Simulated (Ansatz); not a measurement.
The relaxed structure here is a generated cell of TePb: the first start was made by placing the elements on the sites of a structure type, and the end was not matched to a known phase here, so it may be hypothetical. Known forms of TePb include space group No. 225.

One stationary structure of TePb. Space group F-43m (No. 216), zinc blende type. Level of theory: r2SCAN (plane waves to 500 eV, PAW, scalar-relativistic; Ansatz, an electronic-structure program).

Space group F-43m (No. 216); a = b = c = 7.2866 Å, α = β = γ = 90.00°

```
atom  site  symmetry       x       y       z
----  ----  --------  ------  ------  ------
Te      4c      -43m  0.2500  0.2500  0.2500
Pb      4a      -43m  0.0000  0.0000  0.0000
```
(The calculation used a cell of 2 atoms; values per cell refer to that cell.)

```yaml
volume_per_atom: 48.36 Å³
density: 5.75 g/cm³
band_gap: 0.76 eV, indirect (valence top at k = (0.25, -0.5, -0.25), conduction bottom at k = (0, -0.5, -0.5)) (no spin-orbit coupling)
smallest_direct_gap: 1.38 eV at k = (0, -0.5, -0.5)
shortest_distances: Pb–Te 3.16 Å
k-mesh: 8×8×8
```

Band energies at high-symmetry points (eV from the VBM; labels of this space group; no spin-orbit coupling), from −5 eV up to 4.0 eV:

| point | energies |
|---|---|
| Γ | -1.56 -1.56 -1.56 1.72 1.72 1.72 |
| X | -2.81 -2.81 -0.62 0.76 |
| U | -3.21 -2.61 -0.41 1.74 3.85 3.97 |
| K | -3.21 -2.61 -0.41 1.74 3.85 3.97 |
| L | -2.12 -2.12 -1.96 2.55 2.55 |
| W | -3.07 -2.99 0.00 2.14 2.85 3.94 |

No spin polarisation in the result. Spin-orbit coupling is missing; with elements this heavy it can move band edges by tenths of an eV or more.

The run could not lose the symmetry of its start: the end is stationary, and may be a saddle point rather than a minimum.

All atoms sit on sites fixed by symmetry, so only the cell could relax.
